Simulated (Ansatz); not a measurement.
LaB6:
```
CELL_PARAMETERS angstrom
      4.12988     0.00000     0.00000
      0.00000     4.12988     0.00000
      0.00000     0.00000     4.12988
ATOMIC_POSITIONS crystal
  La 0.00000 0.00000 0.00000
  B  0.80035 0.50000 0.50000
  B  0.19965 0.50000 0.50000
  B  0.50000 0.80035 0.50000
  B  0.50000 0.19965 0.50000
  B  0.50000 0.50000 0.80035
  B  0.50000 0.50000 0.19965
```

Relaxed with PBEsol. Special points in fractions of this cell's reciprocal vectors: Γ (0.000, 0.000, 0.000); X (0.000, 0.500, 0.000); M (0.500, 0.500, 0.000); R (0.500, 0.500, 0.500).

Task: List the band energies nearest the Fermi level at these points for DFT-PBEsol with spin–orbit coupling in the program Ansatz with PAW potentials.

Result: In eV from the Fermi level; about four levels below and three above (degenerate sets whole), none deeper than 8.9 eV; points with the same levels are listed once.

| k | below | above |
|---|---|---|
| Γ | -1.90 -1.90 -1.90 -1.90 -1.88 -1.88 | 0.18 0.18 0.19 0.19 0.19 0.19 |
| X | -2.58 -2.58 -1.49 -1.49 | 1.48 1.48 1.57 1.57 |
| M | -2.90 -2.90 -2.90 -2.90 | 0.98 0.98 1.06 1.06 |
| R | -2.40 -2.40 -2.40 -2.40 -2.40 -2.40 | 1.47 1.47 1.69 1.69 1.69 1.69 |

Space group Pm-3m. The PBEsol relaxation kept the symmetry of its start; of distortions, only those at the zone centre were tested.

Potentials: the later of the program's two PAW sets.
